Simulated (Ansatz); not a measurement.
# ZrBrN, first-principles data

ZrBrN:
```
ZrBrN
1.0
    1.82203     1.05195     9.88399
   -1.82203     1.05195     9.88399
    0.00000    -2.10390     9.88399
Zr Br N
2 2 2
Direct
  0.87706   0.87706   0.87706
  0.12294   0.12294   0.12294
  0.61041   0.61041   0.61041
  0.38959   0.38959   0.38959
  0.80426   0.80426   0.80426
  0.19574   0.19574   0.19574
```

Space group R-3m (No. 166); conventional cell a = b = 3.6441 Å, c = 29.6520 Å, α = β = 90.00°, γ = 120.00°.

Method: r²SCAN+D4 in the plane-wave PAW code Ansatz. The cell and atoms are relaxed at this level. Other levels are named where they apply.

**Cell and energy**

```json
{
 "volume_per_atom": "18.94 Å³",
 "density": "5.41 g/cm³",
 "Formation energy from the elements (no fitted shifts)": "-1.94 eV/atom"
}
```

**Electronic structure**

```json
{
  "band_gap": "1.76 eV (indirect)",
  "valence_band_maximum": "at Γ",
  "conduction_band_minimum": "off the standard path, at k = (-0.062, 0.266, -0.396) in fractions of the reciprocal vectors",
  "smallest_direct_gap_on_the_standard_path": "2.35 eV",
  "hole_effective_mass": "0.52, 2.5, 2.5 mₑ (principal values)"
}
```

**Charges**

```json
{
  "bader_charges": "Zr +2.34, Br -0.65, N -1.69 e"
}
```

The workflow started from a Materials Project entry (that database holds measured and hypothetical structures alike); the Crystallography Open Database copy checked does not list it. COD files the formula under space group No. 59. Whether it is the stable phase at ambient conditions was not checked. Symmetry was held in the r²SCAN+D4 relaxation; whether a distortion lowers the energy is not shown. No spin polarisation was allowed. The references are the lowest solids computed at this level, not always the standard phases (solids in place of the gases). Spin–orbit coupling is left out wherever it is not named.

Potentials: the later of the program's two PAW sets.
